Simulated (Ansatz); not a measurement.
YN:
```cif
data_NY
_chemical_formula_sum 'Y1 N1'
_space_group_name_H-M_alt 'Pm-3m'
_space_group_IT_number 221
_space_group_name_Hall '-P 4 2 3'
_cell_length_a 2.95808
_cell_length_b 2.95808
_cell_length_c 2.95808
_cell_angle_alpha 90.000
_cell_angle_beta 90.000
_cell_angle_gamma 90.000
loop_
_atom_site_label
_atom_site_type_symbol
_atom_site_symmetry_multiplicity
_atom_site_Wyckoff_symbol
_atom_site_fract_x
_atom_site_fract_y
_atom_site_fract_z
_atom_site_occupancy
Y1 Y 1 a 0.00000 0.00000 0.00000 1
N1 N 1 b 0.50000 0.50000 0.50000 1
```

Relaxed with PBEsol.

**Question.** Which orbitals make up the states near the Fermi level in PBEsol in the plane-wave PAW code Ansatz?

**Answer.** Within 0.5 eV of the Fermi level: N 2p 59 %, Y 4d 39 %. Projections are on Löwdin-orthogonalised atomic valence shells; empty p or d shells of many metals are not among them.

**Question.** Tabulate the density of states.

**Answer.** States/eV per cell of 2 atoms, in 0.25 eV bins, energy from the Fermi level.

```
E (eV)  total  Y 4d  N 2p  N 2s
------  -----  ----  ----  ----
-7.85    0.00  0.00  0.00  0.00
-7.60    0.00  0.00  0.00  0.00
-7.35    0.00  0.00  0.00  0.00
-7.10    0.00  0.00  0.00  0.00
-6.85    0.00  0.00  0.00  0.00
-6.60    0.00  0.00  0.00  0.00
-6.35    0.00  0.00  0.00  0.00
-6.10    0.00  0.00  0.00  0.00
-5.85    0.00  0.00  0.00  0.00
-5.60    0.00  0.00  0.00  0.00
-5.35    0.00  0.00  0.00  0.00
-5.10    0.01  0.00  0.00  0.00
-4.85    0.23  0.09  0.12  0.00
-4.60    0.46  0.18  0.24  0.00
-4.35    0.65  0.24  0.35  0.01
-4.10    0.86  0.31  0.48  0.01
-3.85    1.16  0.38  0.67  0.01
-3.60    1.74  0.52  1.06  0.01
-3.35    2.18  0.60  1.36  0.02
-3.10    1.47  0.39  0.94  0.02
-2.85    1.19  0.31  0.78  0.02
-2.60    1.11  0.28  0.75  0.02
-2.35    1.22  0.27  0.87  0.02
-2.10    1.44  0.29  1.05  0.03
-1.85    1.29  0.30  0.90  0.03
-1.60    1.26  0.30  0.87  0.03
-1.35    1.20  0.29  0.83  0.02
-1.10    1.38  0.33  0.98  0.02
-0.85    2.28  0.44  1.73  0.02
-0.60    1.96  0.29  1.60  0.01
-0.35    0.60  0.08  0.50  0.01
-0.10    0.34  0.08  0.25  0.00
0.15     0.35  0.19  0.15  0.00
0.40     0.45  0.37  0.08  0.00
0.65     0.54  0.46  0.07  0.00
0.90     0.64  0.56  0.07  0.00
1.15     0.81  0.71  0.07  0.00
1.40     1.23  1.08  0.11  0.00
1.65     0.91  0.79  0.08  0.00
1.90     0.65  0.57  0.06  0.00
2.15     0.53  0.47  0.05  0.00
2.40     0.47  0.41  0.04  0.00
2.65     0.42  0.36  0.04  0.00
2.90     0.38  0.32  0.03  0.00
3.15     0.37  0.32  0.03  0.00
3.40     0.39  0.32  0.03  0.01
3.65     0.48  0.37  0.04  0.04
3.90     0.66  0.50  0.05  0.08
4.15     1.10  0.82  0.07  0.15
4.40     2.11  1.60  0.11  0.24
4.65     1.88  1.49  0.13  0.14
4.90     2.26  1.85  0.16  0.12
```

The start of the workflow was typed in or built on a structure type; neither database checked (COD, Materials Project) lists it. COD files the formula under space group No. 225, so this cell is another polymorph or a model. Its standing as an ambient phase is unchecked. The PBEsol relaxation kept the symmetry of its start; its stability against distortions is not shown here. No spin polarisation was allowed. Spin–orbit coupling is left out wherever it is not named.

Potentials: the later of the program's two PAW sets.
